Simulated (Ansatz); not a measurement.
A distorted cell of BP (zinc blende):

```
CELL_PARAMETERS angstrom
      0.00000     4.54847     4.54847
      2.27424     2.27424     4.54847
      2.27424     2.27424     0.00000
ATOMIC_POSITIONS crystal
  P  0.00737 0.74263 0.74263
  P  0.49263 0.75737 0.75737
  B  0.02638 0.97362 0.02638
  B  0.47362 0.02638 0.97362
```

The numbers are results of PBE (plane waves to 420 eV, PAW, scalar-relativistic; Ansatz, an electronic-structure program), not measurements. k mesh 12×12×12 (Γ-centred), Fermi-Dirac smearing 0.05 eV. Stress and pressure are positive under compression. BP was relaxed with its symmetry unable to fall.

Problem. What forces act on the atoms (eV/Å, Cartesian)?

Solution. 
```csv
atom,Fx,Fy,Fz
P1,1.906,0.000,0.000
P2,-1.906,0.000,0.000
B3,0.000,-2.331,0.000
B4,0.000,2.331,0.000
```

Problem. What is the stress tensor (GPa)?

Solution. 
```
   3.02     0.00     0.00
   0.00     1.02     0.00
   0.00     0.00     3.97
```
The pressure, a third of the trace, is 2.67 GPa.

(For displaced atoms, the force is minus the slope of the energy, and its curvature is a force constant, which sets phonon frequencies.)
